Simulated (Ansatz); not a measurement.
One crystal and one scan (frozen-phonon scan) at two levels, PBE (plane waves to 420 eV, PAW, scalar-relativistic; Ansatz, an electronic-structure program) and r2SCAN (plane waves to 500 eV, PAW, scalar-relativistic; Ansatz), each from its own relaxed cell and on its own mesh. The cell shown is that of PBE.

Relaxed ZnCu (CsCl type):

```yaml
crystal:
  lattice:
    - [5.92765, 0.00000, 0.00000]
    - [2.96382, 2.96382, 0.00000]
    - [2.96382, 0.00000, 2.96382]
  atoms:
    - { symbol: Zn, position: [0.00000, 0.00000, 0.00000] }
    - { symbol: Zn, position: [0.50000, 0.00000, 0.00000] }
    - { symbol: Cu, position: [0.75000, 0.50000, 0.50000] }
    - { symbol: Cu, position: [0.25000, 0.50000, 0.50000] }
```

The atoms are displaced by Q × the pattern below (from a DFPT mode at R = (0.5, 0.5, 0.5), largest move 1; Q in Å), at fixed cell. It is one choice among 3 degenerate patterns. (q is in reciprocal vectors of the primitive cell; the cell shown is doubled to hold the pattern.)

```csv
atom,x,y,z
Zn1,0.000,0.000,1.000
Zn2,0.000,0.000,-1.000
```

Atoms not listed stay in place.

ZnCu is run without spin polarisation. ZnCu was relaxed with its symmetry unable to fall. With partly filled bands, energies and forces of such displacements shift with the k mesh and the smearing. Percentages come from the unrounded values.

Results of PBE:

```
Property                                                                                                                                           Value
----------------------------------------------------------------------------------------  --------------------------------------------------------------
Lattice constant a (Å)                                                                                                                             2.964
Harmonic wavenumber from the curvature (finite differences) (cm⁻¹ (negative: imaginary))                                                             159
Shape of the curve                                                                        a single well with its minimum at or next to zero displacement
```

Q: What does r2SCAN give for the same quantities?

A: 
| quantity | r2SCAN | PBE − r2SCAN |
|---|---|---|
| Lattice constant a (Å) | 2.919 | +0.045 (+1.5 %) |
| Harmonic wavenumber from the curvature (finite differences) (cm⁻¹ (negative: imaginary)) | 172 | -13 (-7 %) |

PBE gives the higher value for: lattice constant a. PBE gives the lower value for: harmonic wavenumber from the curvature. Both give the same shape of the curve: a single well with its minimum at or next to zero displacement. Neither level is exact: the differences show how much the result hangs on the functional.

(A displaced cell: forces are minus the slopes of the energy, force constants its curvatures, and phonons follow from these.)
